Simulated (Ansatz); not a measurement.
**Ir: zone-centre modes**

Level of theory: DFT LDA, scalar-relativistic, plane waves, PAW (Ansatz). The runs took a 420 eV cutoff, a Γ-centred 24×24×20 mesh and Gaussian smearing (0.15 eV). Spin–orbit coupling is left out, which can shift energies with elements as heavy as these. No spin polarisation.

The undisturbed cell (as given, not relaxed at this level):

```yaml
crystal:
  lattice:
    - [0.00000, -1.91970, -1.91970]
    - [-1.91970, 0.00000, -1.91970]
    - [1.91970, 1.91970, -3.83940]
  atoms:
    - { symbol: Ir, position: [0.50000, 0.50000, 0.50000] }
    - { symbol: Ir, position: [0.00000, 0.00000, 0.00000] }
```

Harmonic modes by finite displacements of 0.02 Å, without the LO–TO term. The cell doubles the primitive one, so its zone centre also holds the primitive cell's point q = (0, 0, 1/2).

(1) At this geometry, is the structure stable against these modes?

(2) List the wavenumbers in cm⁻¹.

Results:

(1) Yes: no mode is imaginary beyond 10 cm⁻¹, and only the three translations lie near zero.

(2) 0, 0, 0, 113, 113, 192.

Cost: 1 run of about 2.4 core-minutes, on AMD EPYC 9R45 (Zen 5) (shared hosts).